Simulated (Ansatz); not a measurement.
Input, command and steps of an Ansatz relaxation.

```yaml
crystal:
  lattice:
    - [3.4124612184, 0.0, 0.0]
    - [-1.7062306092, 2.9552781046, 0.0]
    - [0.0, 0.0, 15.5435073843]
  atoms:
    - { symbol: Tl, position: [0.6666666667, 0.3333333333, 0.8333333333] }
    - { symbol: Tl, position: [0.3333333333, 0.6666666667, 0.1666666667] }
    - { symbol: Tl, position: [0.0, 0.0, 0.5] }
    - { symbol: In, position: [0.0, 0.0, 0.0] }
    - { symbol: In, position: [0.6666666667, 0.3333333333, 0.3333333333] }
    - { symbol: In, position: [0.3333333333, 0.6666666667, 0.6666666667] }
basis:
  ecutwfc: 420
kpoints:
  mp_grid: { grid: [12, 12, 2] }
hamiltonian:
  xc: pbesol
scf:
  occupations: { method: gaussian, width: 0.1 }
output:
  forces: true
  stress: true
  eigenvalues: true
relax:
  adjacent_minimum: "off"
  f_tol: 0.008
  max_steps: 40
  cell: { stress_tol: 0.015, fix: [c, angles] }
```

```bash
ansatz run input.yaml --threads 1 --pin off --max-ram 1331MiB --backend cpu --events-out ev --progress --plain --runs-dir out
```

These are results of Ansatz 0.2.0, DFT PBEsol, scalar-relativistic, plane waves, PAW, not measurements.

Of 4 frames 4 are shown, positions in Å and forces in eV/Å; the SCF threshold varies from step to step. Steps run on the plane waves of an earlier cell, with a Pulay correction in the pressure. The basis is chosen afresh for the last frame, the zero of the energies, and at times for earlier ones too; energy and pressure step there, also at an unchanged geometry.

```xyz
6
Lattice="3.4125 0.0000 0.0000 -1.7062 2.9553 0.0000 0.0000 0.0000 15.5435" Properties=species:S:1:pos:R:3:forces:R:3 pbc="T T T" step=1 free_energy_over_end_meV_per_atom=1.01 pressure_GPa=1.66
Tl    1.7062    0.9851   12.9529    0.0000    0.0000    0.0000
Tl    0.0000    1.9702    2.5906    0.0000    0.0000    0.0000
Tl    0.0000    0.0000    7.7718    0.0000    0.0000    0.0000
In    0.0000    0.0000    0.0000    0.0000    0.0000    0.0000
In    1.7062    0.9851    5.1812    0.0000    0.0000    0.0000
In    0.0000    1.9702   10.3623    0.0000    0.0000    0.0000
6
Lattice="3.4389 0.0000 0.0000 -1.7194 2.9781 0.0000 0.0000 0.0000 15.5435" Properties=species:S:1:pos:R:3:forces:R:3 pbc="T T T" step=2 free_energy_over_end_meV_per_atom=0.11 pressure_GPa=0.98
Tl    1.7194    0.9927   12.9529    0.0000    0.0000    0.0000
Tl    0.0000    1.9854    2.5906    0.0000    0.0000    0.0000
Tl    0.0000    0.0000    7.7718    0.0000    0.0000    0.0000
In    0.0000    0.0000    0.0000    0.0000    0.0000    0.0000
In    1.7194    0.9927    5.1812    0.0000    0.0000    0.0000
In    0.0000    1.9854   10.3623    0.0000    0.0000    0.0000
6
Lattice="3.4407 0.0000 0.0000 -1.7204 2.9798 0.0000 0.0000 0.0000 15.5435" Properties=species:S:1:pos:R:3:forces:R:3 pbc="T T T" step=3 free_energy_over_end_meV_per_atom=0.11 pressure_GPa=0.93
Tl    1.7204    0.9933   12.9529    0.0000    0.0000    0.0000
Tl    0.0000    1.9865    2.5906    0.0000    0.0000    0.0000
Tl    0.0000    0.0000    7.7718    0.0000    0.0000    0.0000
In    0.0000    0.0000    0.0000    0.0000    0.0000    0.0000
In    1.7204    0.9933    5.1812    0.0000    0.0000    0.0000
In    0.0000    1.9865   10.3623    0.0000    0.0000    0.0000
6
Lattice="3.4407 0.0000 0.0000 -1.7204 2.9798 0.0000 0.0000 0.0000 15.5435" Properties=species:S:1:pos:R:3:forces:R:3 pbc="T T T" step=4 free_energy_over_end_meV_per_atom=0.00 pressure_GPa=0.93
Tl    1.7204    0.9933   12.9529    0.0000    0.0000    0.0000
Tl    0.0000    1.9865    2.5906    0.0000    0.0000    0.0000
Tl    0.0000    0.0000    7.7718    0.0000    0.0000    0.0000
In    0.0000    0.0000    0.0000    0.0000    0.0000    0.0000
In    1.7204    0.9933    5.1812    0.0000    0.0000    0.0000
In    0.0000    1.9865   10.3623    0.0000    0.0000    0.0000
```

Spin–orbit coupling is left out, which can shift energies with elements as heavy as these.